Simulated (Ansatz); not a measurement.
Given:

NbAs:
Space group I4₁md (No. 109); a = b = 3.473 Å, c = 11.750 Å, α = β = γ = 90.00°

```json
[
 {"atom": "Nb", "site": "4a", "symmetry": "2mm.", "x": "0.0000", "y": "0.0000", "z": "0.7494"},
 {"atom": "As", "site": "4a", "symmetry": "2mm.", "x": "0.0000", "y": "0.0000", "z": "0.1676"}
]
```
(The calculation used a cell of 4 atoms; values per cell refer to that cell.)

This is the PBE-relaxed structure.

Question: All from the program Ansatz at the PBE level (PAW), unless another level is named. Estimate the electronic character.

Answer: no gap, with almost no states at the Fermi level (zero-gap or semimetallic).

Question: And the formation energy from the elements (no fitted shifts)?

Answer: -0.69 eV/atom.

Space group I4_1md. Symmetry was held in the PBE relaxation. The run is not spin-polarised. A small band overlap can be real or an error of a semilocal functional. The references are the lowest solids computed at this level, not always the standard phases. Scalar-relativistic: spin–orbit coupling is off unless named, which matters more the heavier the elements.

Potentials: the later of the program's two PAW sets.
